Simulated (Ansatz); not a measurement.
**Structure optimisation: rhodium, simple cubic**

Theory: DFT, LDA (PW92), plane waves (420 eV) with PAW, scalar-relativistic in Ansatz 0.2.0. The PAW files were generated under PBE, with cores re-solved for the functional.

k-point mesh 13×13×13, Fermi-Dirac smearing 0.1 eV, no spin polarisation. Cell and atoms relax.

Starting structure:

```cif
data_structure
_symmetry_space_group_name_H-M 'P 1'
_symmetry_Int_Tables_number 1
_cell_length_a 2.4581
_cell_length_b 2.4581
_cell_length_c 2.4581
_cell_angle_alpha 90.000
_cell_angle_beta 90.000
_cell_angle_gamma 90.000
_cell_volume 14.85
loop_
_atom_site_label
_atom_site_type_symbol
_atom_site_fract_x
_atom_site_fract_y
_atom_site_fract_z
_atom_site_occupancy
Rh1 Rh 0.00000 0.00000 0.00000 1
```

The pressure at the start is 6.9 GPa. By how much does the volume change?

From 14.85 to 15.27 Å³ per atom, 2.8 %. The final cell has a = 2.481 Å.

How much energy does the relaxation gain?

8.7 meV per atom.

Path of the relaxation (the plane waves are chosen anew near the end, which can shift the energy a little):

```
step  E − E(final) (meV/atom)  V (Å³/atom)  P (GPa)  max force (eV/Å)
   0                     8.75       14.852     6.87             0.000
   1                     1.51       15.437    -2.41             0.000
   2                     0.18       15.281    -0.13             0.000
   3                     0.18       15.272     0.00             0.000
   4                     0.00       15.272     0.01             0.000
```
